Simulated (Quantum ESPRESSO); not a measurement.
Kohn-Sham bands of ZrPbO₃ (Amm2)

```
ZrPbO3
1.0
    4.17636     0.00000     0.00000
    0.00000     2.98069     3.06698
    0.00000    -2.98069     3.06698
Zr Pb O
1 1 3
Direct
  0.50000   0.50688   0.50688
  0.00000   0.94502   0.94502
  0.50000   0.03203   0.56315
  0.50000   0.56315   0.03203
  0.00000   0.55991   0.55991
```

Structure: Materials Project mp-20337, symmetrised, not relaxed again. COD (Crystallography Open Database) has the formula in 2 space groups, this one among them (matched by group alone). Method: PBEsol plane waves in Quantum ESPRESSO 7.5 (PseudoDojo norm-conserving files, 68 Ry, no spin polarisation, no spin-orbit coupling), Bloch states on a 6×4×4 mesh through Γ, Wannier90 4.0.1. Density: 8×8×8 mesh, cold smearing 0.01 Ry. Spin-orbit coupling is left out although heavy elements are present.

The lattice is scaled uniformly by ε, fractional positions fixed (axis ratios and free coordinates are held, so this isn't the response to pressure); Kohn-Sham values from pw.x, the row at -2.0 % withheld:

```csv
ε (%),gap (eV),width of the top valence group (eV),direct gap at Γ (eV)
-4.0,2.604,5.573,4.279
-2.0,?,?,?
0.0,2.606,4.505,4.112
2.0,2.579,4.060,3.982
4.0,2.412,3.790,3.831
```

Question: Fit y = y₀ + bε + cε² to the rows at -4.0, 0 and 4.0 %, check it on the fourth row, and predict the withheld one.

Answer: 
- gap (eV): b = (2.412 − 2.604)/8 = -0.0240, c = (2.412 + 2.604 − 2×2.606)/32 = -0.00612. Check at 2.0 %: 2.534 for 2.579. Prediction 2.630; the run gives 2.613. The check misses: within the series a band edge moves to another k-point of the path, so one parabola doesn't hold.
- width of the top valence group (eV): b = (3.790 − 5.573)/8 = -0.2229, c = (3.790 + 5.573 − 2×4.505)/32 = 0.01103. Check at 2.0 %: 4.103 for 4.060. Prediction 4.995; the run gives 5.009. The check misses, so a parabola doesn't hold here.
- direct gap at Γ (eV): b = (3.831 − 4.279)/8 = -0.0560, c = (3.831 + 4.279 − 2×4.112)/32 = -0.00356. Check at 2.0 %: 3.986 for 3.982. Prediction 4.210; the run gives 4.213.
